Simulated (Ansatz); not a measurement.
What settings do to one calculation: diamond alloy of Si and Ge (4 of 16 Si sites exchanged), 16 atoms with displaced atoms

Ansatz (PAW, plane waves), atoms fixed. The base input:

```yaml
crystal:
  lattice:
    - [10.986980, 0.000000, 0.000000]
    - [0.000000, 5.493490, 0.000000]
    - [0.000000, 0.000000, 5.493490]
  atoms:
    - { symbol: Ge, position: [0.999705, 0.004789, 0.007773] }
    - { symbol: Ge, position: [0.871834, 0.745502, 0.239429] }
    - { symbol: Ge, position: [0.872829, 0.247743, 0.742890] }
    - { symbol: Ge, position: [0.000015, 0.511321, 0.501035] }
    - { symbol: Si, position: [0.505129, 0.987156, 0.010183] }
    - { symbol: Si, position: [0.126628, 0.247084, 0.254980] }
    - { symbol: Si, position: [0.628840, 0.242941, 0.254340] }
    - { symbol: Si, position: [0.248647, 0.498977, 0.987234] }
    - { symbol: Si, position: [0.752355, 0.493023, 0.007600] }
    - { symbol: Si, position: [0.381611, 0.747433, 0.256433] }
    - { symbol: Si, position: [0.251969, 0.002638, 0.504211] }
    - { symbol: Si, position: [0.749960, 0.996476, 0.502321] }
    - { symbol: Si, position: [0.371058, 0.245946, 0.749704] }
    - { symbol: Si, position: [0.499023, 0.489929, 0.510740] }
    - { symbol: Si, position: [0.124091, 0.757506, 0.746173] }
    - { symbol: Si, position: [0.624235, 0.734266, 0.754011] }
kpoints:
  mp_grid: { grid: [2, 2, 2], shift: [0.5, 0.5, 0.5] }
hamiltonian:
  xc: pbesol
scf:
  occupations: { method: fermi_dirac, width: 0.01 }
output:
  forces: true
  eigenvalues: true
  stress: true
  populations: true
```

Command:

```sh
ansatz run in.yaml --threads 7 --pin off --max-ram 13300MiB --runs-dir r --events-out ev --progress --plain
```

It converged in 7 iterations and 2.2 s of wall time on 7 threads of a Neoverse-V2 processor, on a host shared with other runs; peak host memory 0.89 GiB; largest force component 0.90 eV/Å, pressure 0.02 GPa. The cutoff was the default, 420 eV. The base isn't a converged reference: it has few k points, and its atoms are unrelaxed. Each run below changes the keys shown and caps the iterations.

| run | changed | ending | iterations | free energy less the base (meV per atom) | rms change of forces (eV/Å) | change of pressure (GPa) | wall time (s, shared host) |
| --- | --- | --- | --- | --- | --- | --- | --- |
| 1 | n_extra_bands 4, dispersion d3bjatm, max_iter 80 | converged | 7 | other zero | 0.017 | -1.63 | 1.6 CPU |
| 2 | initial_magnetization 2, occupations tetrahedron, max_iter 4 | not converged | – | – | – | – | – |
| 3 | occupations fixed, max_iter 50 | converged | 7 | 0.0 | 0.000 | 0.00 | 1.5 CPU |
| 4 | max_iter 100, k points a 2×2×2 mesh centred on Γ | converged | 7 | 21.4 | 0.020 | 0.23 | 1.6 CPU |
| 5 | accuracy high, max_iter 80, total_charge 6 | converged | 14 | other zero | 0.486 | 7.09 | 3.4 CPU |
| 6 | xc pbe0, n_extra_bands 1, mixing beta 1.5, max_iter 80 | refused | – | – | – | – | – |
| 7 | max_iter 80, k points a 2×2×1 mesh centred on Γ | converged | 7 | 3.5 | 0.049 | 0.38 | 0.9 CPU |
| 8 | xc_grid 3 (2 is the default), n_extra_bands 4, ecutwfc 400 eV, max_iter 100 | converged | 7 | 0.4 | 0.000 | 0.01 | 1.5 CPU |
| 9 | n_extra_bands 1, xc lda, mixing beta 0.4, max_iter 60 | converged | 7 | other zero | 0.036 | -1.74 | 1.4 CPU |
| 10 | mixing algorithm msr1, max_iter 100, total_charge -1 | converged | 12 | other zero | 0.087 | -1.35 | 2.6 CPU |

«Other zero»: another functional, charge or dispersion term moves the zero of energy, so the difference says nothing of accuracy.

Task: Which changes leave the result alone, and which of the same physical model moves the forces most?

Result: The forces move by under 0.002 eV/Å in runs 3, 8. Run 7 (max_iter 80, k points a 2×2×1 mesh centred on Γ) moves them most among the runs with the same functional, charge and dispersion term, by 0.049 eV/Å.

Task: Why did some runs give no result?

Result: - run 2: did not converge after 4 iterations: dr2 = 3.06e-2 (threshold 1.00e-7), under the density mixer `msr1`, which `scf.mixing.algorithm: auto` chose by the deck's other keys (type `scf.mixing.algorithm: msr1` to keep it);
- run 6: invalid value for `scf.mixing.beta`: must be finite and in (0, 1]; got 1.5
